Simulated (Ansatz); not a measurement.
Here is the system:

TiC:
```
TiC
1.0
    0.00000     2.14661     2.14661
    2.14661     0.00000     2.14661
    2.14661     2.14661     0.00000
C Ti
1 1
Cartesian
  0.00000   0.00000   0.00000
  2.14661   2.14661   2.14661
```

This is the PBEsol-relaxed structure.

**Question.** All from PBEsol in the plane-wave PAW code Ansatz, unless another level is named. Estimate the electronic character.

**Answer.** metallic (no gap).

**Question.** Give the formation energy from the elements (no fitted shifts).

**Answer.** -0.91 eV/atom.

**Question.** Predict the density of states at the Fermi level.

**Answer.** 0.13 states/eV per atom (mean over ±0.08 eV).

Space group Fm-3m (rock salt). Symmetry was held in the PBEsol relaxation. The run is not spin-polarised. The references are the lowest solids computed at this level, not always the standard phases.

Potentials: the later of the program's two PAW sets.
